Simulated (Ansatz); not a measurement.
Computed with Ansatz 0.2.0, DFT PBE, scalar-relativistic, plane waves, PAW. Settings: cutoff 420 eV, Γ-centred meshes spaced at most about 0.3 Å⁻¹, and about 0.25 Å⁻¹ or finer for metals (2π included), Gaussian smearing. No spin polarisation in the final relaxations.

Each of these unrelaxed guesses is relaxed in cell and atoms within its symmetry. A guess keeps its type if space group and coordination stay and the shape of the cell changes little (axis ratios within about 15 %, angles within 6°); the volume may change.

1. Sb5O

```
Sb O
1.0
     5.76451    0.00000    0.00000
    -2.88225    4.99221    0.00000
     0.00000    0.00000    5.37632
Sb O
5 1
Cartesian
  3.8044 0.0000 2.6882
  2.8823 1.6641 0.0000
  0.9800 1.6975 2.6882
  -1.9022 3.2947 2.6882
  0.0000 3.3281 0.0000
  0.0000 0.0000 0.0000
```

2. ZnCd2Se3

```
Zn Cd Se
1.0
    -2.05569    2.05569    8.72157
     2.05569   -2.05569    8.72157
     2.05569    2.05569   -8.72157
Zn Cd Se
1 2 3
Direct
  0.50000 0.50000 0.00000
  0.83333 0.83333 0.00000
  0.16667 0.16667 0.00000
  0.41667 0.91667 0.50000
  0.08333 0.58333 0.50000
  0.75000 0.25000 0.50000
```

Q: Which keep their type?

A: Guess 2 keeps its type.

```json
{"guess": "1", "kept": "no", "start group": "P-62m", "end group": "P-62m", "V start (Å³/atom)": "25.8", "V end": "24.9", "b/a and c/a, end over start": "1.00, 0.62", "nearest neighbours start": "O 12, Sb 12", "nearest neighbours end": "O 6, Sb 2/6"}
{"guess": "2", "kept": "yes", "start group": "I-4m2", "end group": "I-4m2", "V start (Å³/atom)": "24.6", "V end": "27.6", "b/a and c/a, end over start": "1.00, 1.01", "nearest neighbours start": "Cd 4, Se 4, Zn 4", "nearest neighbours end": "Cd 4, Se 4, Zn 4"}
```

Neighbours count within 15 % of an atom's shortest distance; end groups are read at 0.02 Å (0.05 Å in metals).

Spin–orbit coupling, which can matter for Sb, is left out. A magnetic state wasn't ruled out in cells without spin, among them Sb5O P-62m. Cells relaxed within their symmetry can be saddle points.

In counts of neighbours, a slash parts the counts of unlike sites.
